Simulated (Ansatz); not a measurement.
Values for one crystal, relaxed and computed with the program Ansatz at the LDA level (PAW); other levels are named.

| Property | Result |
|---|---|
| Volume per atom | 5.35 Å³ |
| Electronic character | metallic (no gap) |
| Mechanical stability | stable (all eigenvalues of C positive) |
| Density of states at the Fermi level | 0.25 states/eV per atom (mean over ±0.08 eV) |
| Elastic constants (relaxed ions, GPa) | C11 = 403, C12 = 348, C44 = 459 |

Task: Which compound is it?
A. C, simple cubic
B. Ge, β-Sn type
C. B, Cmce (B on 8f)
D. Sb, simple cubic

Result: A, C, simple cubic

Space group Pm-3m (simple cubic). The start of the workflow was typed in or built on a structure type; neither database checked (COD, Materials Project) lists it. It is not the phase usual at ambient conditions (space group No. 194, 227). The cell was relaxed with LDA under the symmetry of its start; whether a distortion lowers the energy is not shown. The volume moved by -28 % from the start of the relaxation. As this level gives no gap, shear constants depend on the k-mesh and smearing (Fermi–Dirac, 0.1 eV here).

Potentials: the earlier of the program's two PAW sets.
